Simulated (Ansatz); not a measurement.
SiGe, first-principles data

SiGe:
```xyz
4
Lattice="3.9009 0.0000 0.0000 -1.9504 3.3783 0.0000 0.0000 0.0000 6.4425" Properties=species:S:1:pos:R:3 pbc="T T T"
Si     1.9504     1.1261     5.6343
Si     0.0000     2.2522     2.4131
Ge     1.9504     1.1261     3.2241
Ge     0.0000     2.2522     0.0029
```

Space group P6_3mc (No. 186), wurtzite; conventional cell a = b = 3.901 Å, c = 6.442 Å, α = β = 90.00°, γ = 120.00°.

Method: DFT-PBEsol in the program Ansatz with PAW potentials. The cell and atoms are relaxed at this level. Other levels are named where they apply.

### Cell and energy

```yaml
volume_per_atom: 21.22 Å³
density: 3.94 g/cm³
Formation energy from the elements (no fitted shifts): 0.029 eV/atom
```

### Electronic structure

```yaml
band_gap: 0.35 eV (indirect)
valence_band_maximum: at Γ
conduction_band_minimum: at M (3 equivalent valleys)
smallest_direct_gap_on_the_standard_path: 0.40 eV
electron_effective_mass: 0.11, 1.2, 1.2 mₑ (principal values)
Electron effective mass with spin–orbit coupling: 0.11, 1.2, 1.2 mₑ (principal values)
Hole effective mass, band 1 of 2 at the edge: 0.53 along x, 0.51 along z (mₑ)
Hole effective mass, band 2 of 2 at the edge: 0.072 along x, 0.51 along z (mₑ)
Hole effective mass with spin–orbit coupling: 0.12, 0.12, 0.51 mₑ (principal values)
HSE06 gap on the PBEsol cell: 0.97 eV
Gap with spin–orbit coupling: 0.28 eV
```

### Mechanics

```yaml
Bulk modulus (Birch–Murnaghan fit): 80.9 GPa
Pressure derivative B′: 4.5
Elastic constants (relaxed ions, GPa): C11 = 167, C12 = 45.2, C13 = 28.9, C33 = 191, C44 = 44.9
mechanical_stability: stable (all eigenvalues of C positive)
hill_bulk_and_shear_moduli: 81.2 and 56.9 GPa
Young's modulus: 138 GPa
Poisson's ratio: 0.22
debye_temperature_from_the_elastic_constants: 452 K
```

### Dielectric response

```yaml
Electronic dielectric constant ε∞ (DFPT): 14.1 (xx = yy), 15.3 (zz)
Born charges (a third of the trace): Si +0.15, Ge -0.15 e
```

### Phonons

```yaml
Highest zone-centre frequency (without LO–TO term): 404 cm^-1
zone_centre_stability: no imaginary mode at Γ
```

The first step of the workflow began from a Materials Project structure, measured or hypothetical; the Crystallography Open Database copy checked does not list it. Whether it is the stable phase at ambient conditions was not checked. The cell was relaxed with PBEsol under the symmetry of its start. The references are the lowest solids computed at this level, not always the standard phases. Spin–orbit coupling is left out wherever it is not named.

Potentials: the later of the program's two PAW sets.
